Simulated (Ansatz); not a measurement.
## An elastic constant from a strain scan in Ga

Method: DFT PBEsol, scalar-relativistic, plane waves, PAW in Ansatz 0.2.0. The runs took a 420 eV cutoff, a Γ-centred 24×24×24 mesh and Gaussian smearing (0.15 eV). No spin polarisation. Energies are free energies at this smearing, counted from the undisturbed cell; pressure is positive in compression.

The starting cell (as given, not relaxed at this level; it stands at 0.5 GPa; this form isn't the usual structure):

```xyz
1
Lattice="-1.4040 1.4040 2.2290 1.4040 -1.4040 2.2290 1.4040 1.4040 -2.2290" Properties=species:S:1:pos:R:3 pbc="T T T"
Ga    0.0000    0.0000    0.0000
```

The cell is strained by ε times the Voigt pattern (0, 1, 0, 0, 0, 0) (xx, yy, zz, yz, xz, xy; engineering shear) with fractional coordinates fixed. The cell holds 1 atom in V0 = 17.58 Å³. The stress column is τ = (1/V0) dE/dε, got from the stress tensor σ (compression positive) at each point as −det(1 + εP) σ : P(1 + εP)⁻¹, with P the pattern as a tensor.

```
      ε  ΔE (meV/atom)  τ (GPa)
-0.0200          2.637   -2.105
-0.0150          1.625   -1.596
-0.0100          0.873   -1.152
-0.0050          0.346   -0.784
 0.0000          0.000   -0.484
 0.0050         -0.191   -0.213
 0.0100         -0.229    0.079
 0.0150         -0.094    0.425
 0.0175          0.049    0.620
 0.0200              ?        ?
```

Q: Which combination of elastic constants does this scan measure, and how large is it?

A: For small ε, τ = τ0 + Kε with K = pᵀCp, which for this pattern is C22 in the Cartesian frame shown. The parabola through τ at ε = -0.0050, 0 and 0.0050 has slope K = 57 GPa at zero. The energies per cell, E = NΔE, of the same two points give K = 2[E(ε₊)/ε₊ − E(ε₋)/ε₋]/[(ε₊ − ε₋)V0] = 57 GPa, in agreement.

Q: Predict the withheld row at ε = 0.0200 from the harmonic law, and compare.

A: ΔE = V0(τ0 ε + Kε²/2)/N = 0.191 meV/atom and τ = 0.66 GPa. The calculation gives 0.248 meV/atom and 0.83 GPa: the energy lies 30 % above the harmonic value.

In a metal these slopes depend on the k mesh and the smearing.